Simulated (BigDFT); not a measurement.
**Parameter sweep on the molecule CH5NS3W**

```xyz
11

W      0.4712     0.7759     0.5082
N     -0.2910    -0.5432    -0.4039
C     -0.5520    -1.5980    -1.2856
H      0.3818    -2.1199    -1.5405
H     -1.2519    -2.3175    -0.8442
H     -0.9990    -1.2104    -2.2094
S      2.6023     0.9813     0.0858
S     -0.5239     2.8257    -0.1320
H      0.5871     3.4946     0.2029
S      0.2717     0.3173     2.8253
H     -0.6964    -0.6057     2.7934
```
Charge 0, spin multiplicity 1.

Base run A: LDA (Teter-Pade), Daubechies wavelet basis, HGH (Krack) norm-conserving potentials made for LDA, isolated boundary conditions run with BigDFT, self-consistent single point.

Its settings: basis = Daubechies wavelets; dft.hgrids = 0.33 bohr; dft.rmult = 5 8; dft.ixc = 1; potentials = built-in HGH-K LDA; boundary_conditions = free; dft.gnrm_cv = 1e-04; dft.itermax = 80; dft.idsx = 6; dft.nrepmax = 3.

The grid can part forces that symmetry would make equal. Forces above 1 eV/Å remain at this geometry. The geometry comes from a cheaper method or was typed, in some cases with atoms then moved at random; it is not relaxed at this level, and the species need not be a known compound. A coarse multiplier of 5 or less cuts the tails of heavy atoms' orbitals, which raises levels.

ΔF is the free energy per atom less that of run A. 

These are the values that this program gave, and no reference: the built-in potentials of some of these elements keep semicore shells in the core, which can shift energies, forces and lattice constants.

Run A gave: largest force (eV/Å) 2.135; basis size 274166.

Runs:
- B: dft.rmult = 2.5 8
- C: dft.rmult = 3 8
- D: dft.rmult = 3.5 8
- E: dft.rmult = 4 8
- F: dft.rmult = 6 8

Task: What does run B change against A?

Result: The free energy goes up by 2.73 eV/atom and the largest force goes from 2.135 to 12.68 eV/Å.

Task: What does run C change against A?

Result: The free energy goes up by 741 meV/atom and the largest force goes from 2.135 to 5.844 eV/Å.

```csv
run,ΔF (meV/atom),largest force (eV/Å),basis size
A,0.00,2.135,274166
B,2726.9,12.682,154904
C,741.2,5.844,171913
D,207.9,3.250,192406
E,57.9,2.319,216155
F,-5.6,2.143,349301
```
